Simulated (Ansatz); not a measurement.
## Relaxing a structure of ZnSnP2

The relaxed structure here is a generated cell of ZnSnP2: the first start was made by placing the elements on the sites of a structure type, and the end was not matched to a known phase here, so it may be hypothetical.

The start is a generated cell, ZnSnP2 placed in the beta-NaFeO2 structure type. The structure is fully relaxed (lattice and positions, P = 0) with PBEsol (plane waves to 420 eV, PAW, scalar-relativistic; Ansatz, an electronic-structure program). The first steps use a coarse 3×3×3 k-mesh.

The start:
```yaml
crystal:
  lattice:
    - [6.89608, 0.00000, 0.00000]
    - [0.00000, 8.14405, 0.00000]
    - [0.00000, 0.00000, 6.56734]
  atoms:
    - { symbol: Zn, position: [0.08300, 0.62500, 0.00000] }
    - { symbol: Zn, position: [0.91700, 0.37500, 0.50000] }
    - { symbol: Zn, position: [0.58300, 0.87500, 0.00000] }
    - { symbol: Zn, position: [0.41700, 0.12500, 0.50000] }
    - { symbol: Sn, position: [0.07800, 0.12500, 0.00000] }
    - { symbol: Sn, position: [0.92200, 0.87500, 0.50000] }
    - { symbol: Sn, position: [0.57800, 0.37500, 0.00000] }
    - { symbol: Sn, position: [0.42200, 0.62500, 0.50000] }
    - { symbol: P, position: [0.06800, 0.11200, 0.36500] }
    - { symbol: P, position: [0.93200, 0.88800, 0.86500] }
    - { symbol: P, position: [0.56800, 0.38800, 0.36500] }
    - { symbol: P, position: [0.43200, 0.61200, 0.86500] }
    - { symbol: P, position: [0.09500, 0.64000, 0.39500] }
    - { symbol: P, position: [0.90500, 0.36000, 0.89500] }
    - { symbol: P, position: [0.59500, 0.86000, 0.39500] }
    - { symbol: P, position: [0.40500, 0.14000, 0.89500] }
```

| Quantity | Value |
|---|---|
| Initial pressure | +3.3 GPa (positive: the cell is compressed) |
| Largest initial force | 3.15 eV/Å, on P13, P14, P15, P16 (atoms numbered as listed) |
| Outcome | The space group stays Pna2₁ (No. 33) (the run could not lower it), with 16 atoms in the primitive cell |
| Energy released | 0.23 eV/atom |
| Shortest distances (start → end) | The closest pairs of elements (up to four, under 3.6 Å), start → end: P–Sn 2.35 → 2.51 Å; P–Zn 2.54 → 2.35 Å |
| Band gap at the end | 0.82 eV, direct at Γ (no spin-orbit coupling) |
| Optimiser moves | 7 |

It ends as:

Space group Pna2₁ (No. 33); a = 6.874 Å, b = 7.928 Å, c = 6.537 Å, α = β = γ = 90.00°

```csv
atom,site,symmetry,x,y,z
Zn,4a,1,0.0859,0.6248,0.0035
Sn,4a,1,0.0835,0.1251,0.0027
P,4a,1,0.0897,0.1376,0.3890
P,4a,1,0.0752,0.6125,0.3648
```

Final values are on a 4×4×4 k-mesh of the relaxed cell. No spin polarisation in the result.

The run could not lose the symmetry of its start: the end is stationary, and may be a saddle point rather than a minimum.
